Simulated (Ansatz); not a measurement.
A series in space group Pm-3m

All 4 crystals share space group Pm-3m (No. 221) and the same kinds of sites, 2 atoms in the primitive cell. They are database entries and needn't be the stable phases. The set is a selection: crystals with an unstable lattice, a very soft shear in a metal or doubtful stress slopes were left out. Cells are relaxed by PAW under the functional.

Quantity: elastic moduli (Hill averages, relaxed ions; θ_D from sound speeds over directions). Level: PBEsol, all-electron LAPW in Ansatz 0.2.0, scalar-relativistic.

| crystal | cell (conventional) | k mesh | smearing (eV) | B (GPa) | G (GPa) | C11 (GPa) | C44 (GPa) | ν | θ_D (K) |
| --- | --- | --- | --- | --- | --- | --- | --- | --- | --- |
| YTl | a = 3.736 Å | 12×12×12 | 0.05 | 61.9 | 19.1 | 70.5 | 38.1 | 0.360 | 154 |
| ZnCu | a = 2.908 Å | 14×14×14 | 0.05 | 138 | 68.1 | 183 | 108 | 0.288 | 393 |
| YZn | a = 3.522 Å | 12×12×12 | 0.10 | ? | ? | ? | ? | ? | ? |
| ZrZn | a = 3.292 Å | 12×12×12 | 0.05 | 118 | 51.4 | 156 | 77.2 | 0.310 | 333 |

Task: What did the calculation give for YZn?

Result: B = 66.4 GPa, G = 35.2 GPa, C11 = 96.9 GPa, C44 = 46.9 GPa, ν = 0.275, θ_D = 288 K.

Keep in mind: responses of metals move with mesh and smearing; no spin-orbit coupling on heavy atoms (YTl); the softest shear constant rests on one k mesh, and a soft shear can herald a distortion on cooling (YTl).
